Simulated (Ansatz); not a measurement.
All numbers below come from Ansatz, DFT, LDA (PW92), plane waves (420 eV) with PAW, scalar-relativistic. (PAW data from PBE, frozen cores regenerated.)

An element in the hcp structure gives this curve. The cell is scaled uniformly from the relaxed one, with fractional coordinates and shape fixed. Energies are extrapolated to zero smearing, pressures are those at the given smearing. Magnetic state: spin not included.

```
V (Å³/atom)  E − E₀ (meV/atom)  P (GPa)
     12.175               69.5    15.69
     12.728               27.2     9.12
     13.281                5.5     3.84
     13.835                0.2    -0.32
     14.388                7.6    -3.64
     14.942               25.3    -6.32
     15.495               51.3    -8.51
```

(1) Which element is it?
A. aluminium
B. silicon
C. ruthenium
D. vanadium

Results:

(1) B. Its fit is V₀ = 13.77 Å³/atom, B₀ = 95 GPa, B₀′ = 4.8.
